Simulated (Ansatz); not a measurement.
MoPd:
Space group Cmcm (No. 63); a = 2.658 Å, b = 10.624 Å, c = 4.352 Å, α = β = γ = 90.00°

```
atom  site  symmetry       x       y       z
----  ----  --------  ------  ------  ------
Mo      4c       m2m  0.0000  0.3257  0.2500
Pd      4c       m2m  0.0000  0.0695  0.2500
```
(The calculation used a cell of 4 atoms; values per cell refer to that cell.)

Relaxed at zero pressure with DFT-PBE in the program Ansatz with PAW potentials.

Question: The volume is lowered by 3 % and shape and atoms relax at that volume. What pressure results, and how do the axes share the change?

Answer: 7.4 GPa; a -0.9 %, b -1.2 %, c -0.9 %; the energy rises by 10 meV/atom.

Question: Give the new structure.

Answer: 
Space group Cmcm (No. 63); a = 2.6338 Å, b = 10.4947 Å, c = 4.3131 Å, α = β = γ = 90.00°

```json
[
 {"atom": "Mo", "site": "4c", "symmetry": "m2m", "x": "0.0000", "y": "0.3260", "z": "0.2500"},
 {"atom": "Pd", "site": "4c", "symmetry": "m2m", "x": "0.0000", "y": "0.0694", "z": "0.2500"}
]
```

The phase is kept; no other phase was compared at this pressure.

The start of the workflow was typed in or built on a structure type; neither database checked (COD, Materials Project) lists it. Whether it is the stable phase at ambient conditions was not checked. The PBE relaxation kept the symmetry of its start; its stability against distortions is not shown here. No spin polarisation was allowed. Axis ratios of metals converge slowly with the k-mesh, so a and c are less sure than the volume.

Potentials: the later of the program's two PAW sets.
